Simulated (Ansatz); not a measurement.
InMo2C:
Space group P6₃/mmc (No. 194); a = 3.0907 Å, b = 3.0907 Å, c = 13.8744 Å, α = 90.00°, β = 90.00°, γ = 120.00°

```json
[
 {"atom": "In", "site": "2d", "symmetry": "-6m2", "x": "0.6667", "y": "0.3333", "z": "0.2500"},
 {"atom": "Mo", "site": "4f", "symmetry": "3m.", "x": "0.3333", "y": "0.6667", "z": "0.0806"},
 {"atom": "C", "site": "2a", "symmetry": "-3m.", "x": "0.0000", "y": "0.0000", "z": "0.0000"}
]
```

Relaxed with PBEsol.

Problem. Which orbitals make up the states near the Fermi level in the program Ansatz at the PBEsol level (PAW)?

Solution. Within 0.5 eV of the Fermi level: Mo 4d 83 %, In 5p 7 %. Projections are on Löwdin-orthogonalised atomic valence shells; empty p or d shells of many metals are not among them.

Problem. Tabulate the density of states.

Solution. States/eV per cell of 8 atoms, in 0.25 eV bins, energy from the Fermi level.

```csv
E (eV),total,Mo 4d,C 2p,In 5p
-7.85,0.90,0.15,0.06,0.26
-7.60,0.96,0.19,0.09,0.27
-7.35,1.20,0.30,0.19,0.28
-7.10,2.02,0.66,0.52,0.30
-6.85,3.12,1.19,1.05,0.26
-6.60,3.32,1.31,1.20,0.23
-6.35,4.11,1.60,1.56,0.26
-6.10,3.88,1.55,1.46,0.25
-5.85,5.20,2.30,1.85,0.32
-5.60,5.42,2.40,2.05,0.28
-5.35,4.75,2.21,1.86,0.19
-5.10,13.99,6.68,6.24,0.30
-4.85,6.23,2.50,2.81,0.33
-4.60,1.75,0.49,0.44,0.30
-4.35,1.33,0.35,0.23,0.22
-4.10,1.78,1.11,0.09,0.13
-3.85,2.86,2.42,0.06,0.06
-3.60,3.10,2.69,0.06,0.19
-3.35,5.07,4.05,0.11,0.63
-3.10,5.22,2.99,0.19,1.55
-2.85,5.83,3.37,0.24,1.67
-2.60,6.86,4.21,0.27,1.73
-2.35,5.24,3.37,0.23,1.17
-2.10,5.76,3.57,0.22,1.38
-1.85,4.20,3.30,0.09,0.53
-1.60,4.08,3.69,0.03,0.18
-1.35,2.54,2.26,0.03,0.16
-1.10,2.51,2.10,0.07,0.24
-0.85,3.62,2.99,0.14,0.37
-0.60,4.01,3.40,0.15,0.33
-0.35,5.45,4.71,0.19,0.32
-0.10,5.39,4.49,0.24,0.34
0.15,4.89,3.92,0.28,0.35
0.40,5.73,4.63,0.33,0.39
0.65,5.75,4.77,0.32,0.28
0.90,4.27,3.60,0.20,0.16
1.15,8.30,7.42,0.33,0.23
1.40,6.76,5.85,0.34,0.34
1.65,5.56,4.30,0.49,0.48
1.90,4.66,3.43,0.41,0.55
2.15,5.01,3.45,0.32,0.94
2.40,4.19,2.67,0.36,0.86
2.65,3.08,1.67,0.37,0.61
2.90,3.90,1.79,0.58,0.70
3.15,3.69,1.58,0.60,0.65
3.40,3.23,1.37,0.62,0.44
3.65,4.17,1.78,0.85,0.46
3.90,5.54,2.34,1.03,0.65
4.15,4.91,2.02,1.02,0.60
4.40,4.59,1.85,0.99,0.56
4.65,4.57,1.78,1.00,0.63
```

Space group P6_3/mmc. The start of the workflow was typed in or built on a structure type; neither database checked (COD, Materials Project) lists it. Whether it is the stable phase at ambient conditions was not checked. The cell was relaxed with PBEsol under the symmetry of its start; its stability against distortions is not shown here. No spin polarisation was allowed. Spin–orbit coupling is left out wherever it is not named.

Potentials: the earlier of the program's two PAW sets. The files were generated under PBE; for other functionals the program regenerates the frozen cores, and for LDA and PBEsol the local potential too.
